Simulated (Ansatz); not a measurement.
**Sr$_{2}$VWO$_{6}$ in Ansatz, relaxation**

Run with:

```bash
ansatz run input.yaml --threads 2 --pin off --max-ram 3584MiB --backend cpu --events-out ev --progress --plain --runs-dir out
```

The input file (Ansatz 0.2.0, plane waves):

```yaml
crystal:
  lattice:
    - [0.0, 3.93419177, 3.93419177]
    - [3.93419177, 0.0, 3.93419177]
    - [3.93419177, 3.93419177, 0.0]
  atoms:
    - { symbol: V, position: [0.5, 0.5, 0.5] }
    - { symbol: W, position: [0.0, 0.0, 0.0] }
    - { symbol: O, position: [0.725, 0.275, 0.275] }
    - { symbol: O, position: [0.275, 0.725, 0.275] }
    - { symbol: O, position: [0.275, 0.725, 0.725] }
    - { symbol: O, position: [0.725, 0.275, 0.725] }
    - { symbol: O, position: [0.275, 0.275, 0.725] }
    - { symbol: O, position: [0.725, 0.725, 0.275] }
    - { symbol: Sr, position: [0.25, 0.25, 0.25] }
    - { symbol: Sr, position: [0.75, 0.75, 0.75] }
  symmetry: { tolerance: 0.0003 }
kpoints:
  mp_grid: { grid: [8, 8, 8], shift: [0, 0, 0] }
magnetization:
  spin_polarized: false
scf:
  occupations: { method: fermi_dirac }
  lower_state_search: "off"
hamiltonian:
  pseudopotentials: { kind: paw }
  xc: pbesol
basis:
  ecutwfc: 420
  fft_grid_basis: typed
relax:
  max_steps: 60
  f_tol: 0.03
output:
  forces: true
  stress: true
  eigenvalues: true
  bader: true
  populations: true
  elf: true
  write_potential: true
  volumetric_format: npy
  dos:
    e_range: [-12, 8]
    de: 0.05
    projected: { site_lists: { O: [O], Sr: [Sr], V: [V], W: [W] } }
checkpoint:
  read: saved_state
```

Origin of the cell: a known structure type with other elements, at an estimated volume, so it need not be a known compound.

The smearing width isn't typed, so it takes its default of 0.1 eV.

The saved state is a converged single point of the same cell.

Steps:

```tsv
step	ΔF (meV/atom)	max force component (eV/Å)	SCF iterations	step was
1	0.0	6.052	6	accepted
2	-252.5	2.794	6	accepted
3	-332.5	0.195	6	accepted
4	-332.8	0.018	6	accepted
5	-332.8	0.018	6	accepted
```

Step 1, with forces in eV/Å:

```xyz
10
Lattice="0.000 3.934 3.934 3.934 0.000 3.934 3.934 3.934 0.000" Properties=species:S:1:pos:R:3:forces:R:3 pbc="T T T" step=1
V     3.934    3.934    3.934    0.000    0.000    0.000
W     0.000    0.000    0.000    0.000    0.000    0.000
O     2.164    3.934    3.934   -6.052    0.000    0.000
O     3.934    2.164    3.934    0.000   -6.052    0.000
O     5.705    3.934    3.934    6.052    0.000    0.000
O     3.934    5.705    3.934    0.000    6.052    0.000
O     3.934    3.934    2.164    0.000    0.000   -6.052
O     3.934    3.934    5.705    0.000    0.000    6.052
Sr    1.967    1.967    1.967    0.000    0.000    0.000
Sr    5.901    5.901    5.901    0.000    0.000    0.000
```

Step 2, with forces in eV/Å:

```xyz
10
Lattice="0.000 3.934 3.934 3.934 0.000 3.934 3.934 3.934 0.000" Properties=species:S:1:pos:R:3:forces:R:3 pbc="T T T" step=2
V     3.934    3.934    3.934    0.000    0.000    0.000
W     0.000    0.000    0.000    0.000    0.000    0.000
O     2.067    3.934    3.934   -2.794    0.000    0.000
O     3.934    2.067    3.934    0.000   -2.794    0.000
O     5.801    3.934    3.934    2.794    0.000    0.000
O     3.934    5.801    3.934    0.000    2.794    0.000
O     3.934    3.934    2.067    0.000    0.000   -2.794
O     3.934    3.934    5.801    0.000    0.000    2.794
Sr    1.967    1.967    1.967    0.000    0.000    0.000
Sr    5.901    5.901    5.901    0.000    0.000    0.000
```

Step 3, with forces in eV/Å:

```xyz
10
Lattice="0.000 3.934 3.934 3.934 0.000 3.934 3.934 3.934 0.000" Properties=species:S:1:pos:R:3:forces:R:3 pbc="T T T" step=3
V     3.934    3.934    3.934    0.000    0.000    0.000
W     0.000    0.000    0.000    0.000    0.000    0.000
O     1.978    3.934    3.934   -0.195    0.000    0.000
O     3.934    1.978    3.934    0.000   -0.195    0.000
O     5.890    3.934    3.934    0.195    0.000    0.000
O     3.934    5.890    3.934    0.000    0.195    0.000
O     3.934    3.934    1.978    0.000    0.000   -0.195
O     3.934    3.934    5.890    0.000    0.000    0.195
Sr    1.967    1.967    1.967    0.000    0.000    0.000
Sr    5.901    5.901    5.901    0.000    0.000    0.000
```

Step 4, with forces in eV/Å:

```xyz
10
Lattice="0.000 3.934 3.934 3.934 0.000 3.934 3.934 3.934 0.000" Properties=species:S:1:pos:R:3:forces:R:3 pbc="T T T" step=4
V     3.934    3.934    3.934    0.000    0.000    0.000
W     0.000    0.000    0.000    0.000    0.000    0.000
O     1.971    3.934    3.934    0.018    0.000    0.000
O     3.934    1.971    3.934    0.000    0.018    0.000
O     5.897    3.934    3.934   -0.018    0.000    0.000
O     3.934    5.897    3.934    0.000   -0.018    0.000
O     3.934    3.934    1.971    0.000    0.000    0.018
O     3.934    3.934    5.897    0.000    0.000   -0.018
Sr    1.967    1.967    1.967    0.000    0.000    0.000
Sr    5.901    5.901    5.901    0.000    0.000    0.000
```

Step 5, with forces in eV/Å:

```xyz
10
Lattice="0.000 3.934 3.934 3.934 0.000 3.934 3.934 3.934 0.000" Properties=species:S:1:pos:R:3:forces:R:3 pbc="T T T" step=5
V     3.934    3.934    3.934    0.000    0.000    0.000
W     0.000    0.000    0.000    0.000    0.000    0.000
O     1.971    3.934    3.934    0.018    0.000    0.000
O     3.934    1.971    3.934    0.000    0.018    0.000
O     5.897    3.934    3.934   -0.018    0.000    0.000
O     3.934    5.897    3.934    0.000   -0.018    0.000
O     3.934    3.934    1.971    0.000    0.000    0.018
O     3.934    3.934    5.897    0.000    0.000   -0.018
Sr    1.967    1.967    1.967    0.000    0.000    0.000
Sr    5.901    5.901    5.901    0.000    0.000    0.000
```

| Quantity | Value |
| --- | --- |
| Free energy lowered by | 332.8 meV/atom |
| Final pressure | -5.95 GPa |
| Relaxation steps listed | 5 |

Caveats: no spin polarisation, so a magnetic state may lie lower; no spin-orbit coupling, though heavy elements are present; the SCF threshold is looser than advised for a stress; the given cell is far from equilibrium, with atoms too close or a volume far off; the relaxation held the start's symmetry, so the end may be a saddle point.

Time: 70 s on 2 threads of Arm Neoverse V1, with other jobs on the host, peak memory 0.55 GiB, from a saved density.
